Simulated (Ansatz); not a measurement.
## CdS with an S vacancy: gradients before and after relaxing the atoms

Start: a supercell of CdS (zinc blende type, F-43m) built from a structure deposited in the COD, with all atoms left at the host's positions.

Space group F-43m (No. 216); a = 17.4990 Å.

| site | Wyckoff | site symmetry | x | y | z |
| --- | --- | --- | --- | --- | --- |
| Cd1 | 16e | .3m | 0.4167 | 0.0833 | 0.4167 |
| Cd3 | 24g | 2.mm | 0.7500 | 0.0833 | 0.7500 |
| Cd5 | 48h | ..m | 0.7500 | 0.9167 | 0.5833 |
| Cd14 | 4d | -43m | 0.7500 | 0.7500 | 0.7500 |
| Cd18 | 16e | .3m | 0.0833 | 0.5833 | 0.9167 |
| S28 | 48h | ..m | 0.6667 | 0.0000 | 0.6667 |
| S31 | 16e | .3m | 0.8333 | 0.8333 | 0.6667 |
| S35 | 16e | .3m | 0.1667 | 0.6667 | 0.8333 |
| S41 | 24f | 2.mm | 0.0000 | 0.6667 | 0.0000 |

One atom of each set is listed; the run and its k-mesh use a cell of 53 atoms with edges of 12.37, 12.37, 12.37 Å.

All values are calculated (Ansatz; DFT, PBE, plane waves and PAW, scalar-relativistic, 420 eV cutoff, Γ-centred 2×2×2 k-points, Fermi–Dirac smearing 0.01 eV, cell charge +2), not measured.

The largest force at the start is 0.83 eV/Å. Relaxing the ions at fixed cell moves them by 0.532 Å at most (atom 2, Cd) and 0.152 Å rms.

| site | moved (Å) | first shell before | first shell after | V_zz before (10²¹ V/m²) | η before |
| --- | --- | --- | --- | --- | --- |
| Cd1 | 0.532 | 3 S at 2.53 Å | 3 S at 2.45 Å | 20.5 | 0.00 |
| Cd3 | 0.015 | 4 S at 2.53 Å | 4 S at 2.53–2.54 Å | -1.76 | 0.32 |
| Cd5 | 0.061 | 4 S at 2.53 Å | 4 S at 2.49–2.53 Å | -0.88 | 0.89 |
| Cd18 | 0.016 | 4 S at 2.53 Å | 4 S at 2.52 Å | 0.20 | 0.00 |
| S28 | 0.054 | 4 Cd at 2.53 Å | 4 Cd at 2.45–2.54 Å | 4.36 | 0.09 |
| S31 | 0.010 | 4 Cd at 2.53 Å | 4 Cd at 2.51–2.52 Å | -0.53 | 0.00 |
| S35 | 0.013 | 4 Cd at 2.53 Å | 4 Cd at 2.52–2.53 Å | -0.69 | 0.00 |
| S41 | 0.023 | 4 Cd at 2.53 Å | 4 Cd at 2.49–2.52 Å | -0.26 | 0.38 |

Problem. What are V_zz and η after the relaxation?

Solution. 

```
site  V_zz after  η after  change of V_zz
 Cd1        26.8     0.00           +6.31
 Cd3        1.08     0.13               –
 Cd5       -2.44     0.95           -1.56
Cd18       -0.42     0.00           -0.62
 S28        2.47     0.31               –
 S31      -0.092     0.00           +0.44
 S35       -0.65     0.00           +0.04
 S41        0.56     0.52               –
```

The largest change of V_zz along a kept axis is on Cd1, from 20.5 to 26.8. In per cent, |V_zz| changes by +31 on Cd (all sites that start above 2, bar those whose gradient vanishes or changes sign or whose main axis turns by over 40°). V_zz changes sign on Cd18 (same axis). On S28, Cd3, S41 the largest principal value lies along another axis in the second run, so the two V_zz can't be compared directly. Sites without a gradient aren't listed. The electronic state changes along with the positions (a gap opens), so the changes aren't those of geometry alone.

The defect repeats with the cell of 53 atoms, so it feels its images: sites between two images don't show the values beside a lone defect, and zeros or small values of η there can come from the images' arrangement. A uniform background compensates the cell's charge. Without spin–orbit coupling (the program notes it for Cd) the gradients can shift somewhat, as the gap is small.
Before: The run isn't spin-polarised, and a state with spin may lie lower. The defect cell has no gap above 0.1 eV on its mesh, so the values can hang on the smearing and the k-mesh. The neighbours have not yet relaxed around the defect (largest force 0.83 eV/Å), so a real crystal will differ.
